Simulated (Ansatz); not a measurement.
AlPd:
```
CELL_PARAMETERS angstrom
      0.00000     2.56518     2.56518
      2.56518     0.00000     2.56518
      2.56518     2.56518     0.00000
ATOMIC_POSITIONS crystal
  Pd 0.00000 0.00000 0.00000
  Al 0.50000 0.50000 0.50000
```

Relaxed with PBE. Special points in fractions of this cell's reciprocal vectors: Γ (0.000, 0.000, 0.000); X (0.500, 0.000, 0.500); U (0.625, 0.250, 0.625); K (0.375, 0.375, 0.750); L (0.500, 0.500, 0.500); W (0.500, 0.250, 0.750).

### Question
List the band energies nearest the Fermi level at these points for plane-wave PAW PBE with spin–orbit coupling (Ansatz code).

### Answer
In eV from the Fermi level; about four levels below and three above (degenerate sets whole), none deeper than 8.9 eV; points with the same levels are listed once.

```csv
k,below,above
Γ,-3.52 -3.52 -3.52 -3.52,5.27 5.27 5.48 5.48 5.48 5.48
X,-2.44 -2.44 -0.24 -0.24,1.31 1.31 1.50 1.50
U,-1.00 -1.00 -0.02 -0.02,2.82 2.82 6.50 6.50
L,-2.76 -2.76 -1.31 -1.31,6.42 6.42 6.70 6.70
W,-0.37 -0.37 -0.30 -0.30,0.60 0.60 10.18 10.18
```

Space group Fm-3m (rock salt). The start of the workflow was typed in or built on a structure type; neither database checked (COD, Materials Project) lists it. Its standing as an ambient phase is unchecked. The PBE relaxation kept the symmetry of its start; its stability against distortions is not shown here. No spin polarisation was allowed.

Potentials: the later of the program's two PAW sets.
